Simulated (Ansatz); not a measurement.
BePt:
```
BePt
1.0
    2.78074     0.00000     0.00000
    0.00000     2.78074     0.00000
    0.00000     0.00000     2.93873
Be Pt
1 1
Cartesian
  1.39037   1.39037   1.46937
  0.00000   0.00000   0.00000
```

Relaxed with r²SCAN. Special points in fractions of this cell's reciprocal vectors: Γ (0.000, 0.000, 0.000); X (0.000, 0.500, 0.000); M (0.500, 0.500, 0.000); Z (0.000, 0.000, 0.500); R (0.000, 0.500, 0.500); A (0.500, 0.500, 0.500).

Q: List the band energies nearest the Fermi level at these points for plane-wave PAW r²SCAN (Ansatz code).

A: In eV from the Fermi level; about four levels below and three above (degenerate sets whole), none deeper than 8.9 eV; points with the same levels are listed once.

| k | below | above |
|---|---|---|
| Γ | -6.55 -2.31 -2.31 -2.01 | 4.01 5.74 5.74 |
| X | -5.42 -4.87 -4.22 -2.06 | 0.64 10.55 10.95 |
| M | -4.02 -4.02 -2.31 -2.31 -0.38 | 4.88 7.77 8.11 |
| Z | -4.07 -4.07 -1.86 -0.53 | 10.99 11.50 11.50 |
| R | -3.34 -2.77 -2.56 -0.87 | 3.93 7.28 9.30 |
| A | -7.45 -7.45 -0.81 -0.31 | 4.33 5.02 5.02 |

Space group P4/mmm (L1₀ or tetragonal B2). The cell is a constructed one: a structure type filled with these elements; neither database checked (COD, Materials Project) lists it. Whether it is the stable phase at ambient conditions was not checked. The cell was relaxed with r²SCAN under the symmetry of its start; its stability against distortions is not shown here. No spin polarisation was allowed. Spin–orbit coupling is left out wherever it is not named.

Potentials: the earlier of the program's two PAW sets.
